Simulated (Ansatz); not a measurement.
Problem. Each is relaxed and computed with plane-wave PAW PBEsol (Ansatz code). Which is the only one with a gap?
A) SrZrO3, Imma (Sr on 4e, Zr on 4a, O on 4e, O on 8g)
B) ZrSi2, Cmcm (Si on 4c, Si on 4c, Zr on 4c)
C) ZrP, P6_3/mmc (Zr on 4f, P on 2d, P on 2a)
D) SrSi2Au2, I4/mmm (Au on 4d, Sr on 2a, Si on 4e)

Solution. A, SrZrO3, Imma (Sr on 4e, Zr on 4a, O on 4e, O on 8g). SrZrO3: gap 3.59 eV (indirect); ZrP: metal; SrSi2Au2: metal; ZrSi2: metal. Standing as an ambient phase not checked: SrZrO3, Imma (Sr on 4e, Zr on 4a, O on 4e, O on 8g); ZrP, P6_3/mmc (Zr on 4f, P on 2d, P on 2a); SrSi2Au2, I4/mmm (Au on 4d, Sr on 2a, Si on 4e). All cells were relaxed under the symmetry of their starts (and spin orders); stability against distortions was not tested throughout. Rows with no word on spin ran without spin polarisation. Scalar-relativistic: spin–orbit coupling is off unless named, which matters more the heavier the elements.

Potentials: the later of the program's two PAW sets.
